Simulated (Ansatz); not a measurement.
**How much do the gradients of LuMg2Mn3S8 depend on the method?**

Cell: a Materials Project structure (computed, not necessarily an observed phase).

```cif
data_LuMg2Mn3S8
_symmetry_space_group_name_H-M 'R-3m:H'
_symmetry_Int_Tables_number 166
_cell_length_a 7.3604
_cell_length_b 7.3604
_cell_length_c 18.2657
_cell_angle_alpha 90.000
_cell_angle_beta 90.000
_cell_angle_gamma 120.000
loop_
_atom_site_label
_atom_site_type_symbol
_atom_site_symmetry_multiplicity
_atom_site_Wyckoff_symbol
_atom_site_fract_x
_atom_site_fract_y
_atom_site_fract_z
Mg Mg 6 c 0.0000 0.0000 0.8762
Lu Lu 3 b 0.0000 0.0000 0.5000
Mn Mn 9 e 0.1667 0.3333 0.3333
S7 S 6 c 0.0000 0.0000 0.7414
S8 S 18 h 0.8431 0.6863 0.4063
```

One atom of each set is listed; the run and its k-mesh use a cell of 14 atoms with edges of 7.42, 7.42, 7.42 Å.

First run. Method: Kohn–Sham DFT in Ansatz, PBE, plane waves and PAW, scalar-relativistic, collinear spin, 420 eV cutoff, Γ-centred 6×6×6 k-points, Fermi–Dirac smearing 0.05 eV. Start moments as typed (μB): 4 on each Mn, none on the rest.

```
site  V_zz (10²¹ V/m²)     η  m (μB)
  Mg             -0.37  0.00    0.02
  Lu             -7.81  0.00    0.02
  Mn              0.92  0.71    3.63
  S7             -1.71  0.00    0.01
  S8             -7.29  0.43   -0.01
```

Second run. The same atoms and settings, except that the functional is r2SCAN and the cutoff is 500 eV.

(1) What does the second run give?

Answers

(1) 

```csv
site,V_zz,η,change of V_zz,m (μB)
Mg,-0.39,0.00,-0.02,0.02
Lu,-8.21,0.00,-0.40,0.02
Mn,-1.17,0.83,–,3.84
S7,-2.27,0.00,-0.56,-0.04
S8,-7.36,0.52,-0.07,-0.05
```

The largest change of V_zz along a kept axis is on S7, from -1.71 to -2.27. In per cent, |V_zz| changes by +5 on Lu, +1 on S (all sites that start above 2). On Mn the largest principal value lies along another axis in the second run, so the two V_zz can't be compared directly. The absolute magnetisation of the cell goes from 12.6 to 13.3 μB.

The run finds no gap above 0.1 eV (a metal, or nearly one), so the gradients can move by 10 % or more with the k-mesh. Without spin–orbit coupling the gradients at and beside Lu can be off by some per cent, at some sites by more. Semilocal functionals can leave a metal where correlation in the d or f shell opens a gap in the real compound, and that would change the values at and beside Mn. All moments are parallel here, as the start or the cell imposes; many such compounds order antiparallel, where fields and spin densities carried over to other atoms largely cancel. The magnetic order is the one that the run reached from its start moments, not necessarily the measured one.
For the second run: The program didn't check the stability of this electronic state in full, so a lower one may lie near.
